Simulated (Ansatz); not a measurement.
Ga2O3:
```
Ga2O3
1.0
    6.13802     1.52373     0.00000
   -6.13802     1.52373     0.00000
   -1.37788     0.00000     5.64464
Ga O
4 6
Direct
  0.90951   0.09049   0.70469
  0.09049   0.90951   0.29531
  0.65876   0.34124   0.81446
  0.34124   0.65876   0.18554
  0.82677   0.17323   0.93725
  0.17323   0.82677   0.06275
  0.83474   0.16526   0.39046
  0.16526   0.83474   0.60954
  0.49626   0.50374   0.75594
  0.50374   0.49626   0.24406
```

Relaxed with PBEsol.

Decompose the optical modes at the zone centre into irreducible representations, and say which are infrared and Raman allowed.

Point group 2/m: Γ_opt = 10Ag + 4Au + 5Bg + 8Bu. Infrared: Au, Bu. Raman: Ag, Bg.

Assign frequencies (DFPT, PBEsol in the plane-wave PAW code Ansatz; without the LO–TO term).

Ag 106, Bg 108, Bg 141, Au 148, Ag 160, Bu 188, Ag 189, Bu 246, Bu 269, Au 294, Ag 308, Ag 337, Bg 342, Bu 345, Ag 383, Bu 414, Au 438, Ag 451, Bg 463, Bu 550, Ag 605, Bg 632, Ag 633, Au 642, Bu 663, Bu 715, Ag 734 cm⁻¹.

Subscripts of B labels follow the axes of the standard setting.

Space group C2/m. The cell was relaxed with PBEsol under the symmetry of its start.

Potentials: the later of the program's two PAW sets.
